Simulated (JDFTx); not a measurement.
System: iodine monochloride, ICl (SMILES ClI), charge 0, multiplicity 1; geometry: optimised with GFN2-xTB in vacuum (no frequencies checked; largest PBE force component 0.5 eV/Å). Bonds (Å): Cl1–I2 2.306.

Method: PBE, GBRV ultrasoft potentials, plane waves to 20/100 Ha, in JDFTx (a modified build). Liquid: CANDLE, water, 2 M KCl. The liquid run sits in a periodic box with 4.5 Å from the outermost atoms to the faces; the vacuum run is isolated. The box matters at about 0.01 eV. The solvation energy is E(in liquid) − E(vacuum) at fixed geometry, with no thermal, conformational or standard-state terms added.

The values are those of the intact species: the continuum can't coordinate to it or react with it.

| Quantity | Value |
|---|---|
| solvation energy | 0.0 kcal/mol |
| part: cavitation term of the fluid | 9.7 kcal/mol |
| part: dispersion term of the fluid | -7.1 kcal/mol |
| part: electrostatic term of the fluid | -3.5 kcal/mol |
| part: distortion of the solute's electrons | 0.9 kcal/mol |
| dipole moment in vacuum | 1.00 D |
| dipole moment in the liquid | 1.84 D |
| highest occupied level in vacuum (zero: vacuum level) | -6.61 eV |
| highest occupied level in the liquid (zero: bulk electrolyte) | -6.31 eV |
| volume of the model's cavity | 196.3 Å³ |
| rough cost, vacuum and liquid run | 2 min and 2 min of core time |
